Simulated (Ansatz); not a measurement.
**YSF, a database entry at a rescaled volume**

```
CELL_PARAMETERS angstrom
4.11515 0.00000 0.00000
-2.05758 3.56383 0.00000
0.00000 0.00000 16.93274
ATOMIC_POSITIONS crystal
Y 0.33330 0.66670 0.25000
Y 0.66660 0.33330 0.75000
F 0.33330 0.66670 0.75000
F 0.66660 0.33330 0.25000
S 0.33330 0.66670 0.08523
S 0.66660 0.33330 0.58523
S 0.33330 0.66670 0.41477
S 0.66670 0.33340 0.91477
F 0.00000 0.00000 0.25000
F 0.00000 0.00000 0.75000
Y 0.00000 0.00000 0.00000
Y 0.00000 0.00000 0.50000
```

Single point in Ansatz 0.2.0 with r2SCAN, no spin polarisation. Cutoff 500 eV, PAW datasets, 7×7×2 Γ-centred k mesh, fermi-dirac filling (width 0.1 eV).

How is the charge shared?

Bader charges in e: Y +2.08 to +2.35, S -1.39, F -0.83. In the mean Y gives up most and S takes most.

Is there a gap, and of what kind?

The gap is 3.05 eV, indirect (the least direct gap found is 3.76 eV).

Describe some of the short contacts.

Y–F at 2.38 Å: least valence density 0.28 e/Å³ and ELF 0.08 there. F–F at 2.38 Å: least valence density 0.17 e/Å³ and ELF 0.04 there, a closed-shell (ionic or weak) contact. S–Y at 2.78 Å: least valence density 0.27 e/Å³ and ELF 0.21 there. Both are smooth PAW fields, read partly inside the augmentation spheres.

Which orbitals make up the band edges?

Within 0.7 eV of the edges, the states project mainly on S p (91 %) below the gap and on Y d (85 %) above it.

Are the atoms at rest?

Nearly at rest: the largest force is 0.007 eV/Å.

Is the cell too large or too small?

The pressure is -3.9 GPa (compression positive), so with the atoms held at these fractions the cell would first shrink. The principal stresses -4.5, -4.5, -2.7 GPa differ, so its shape would change too.

Origin: a database entry at a rescaled volume.
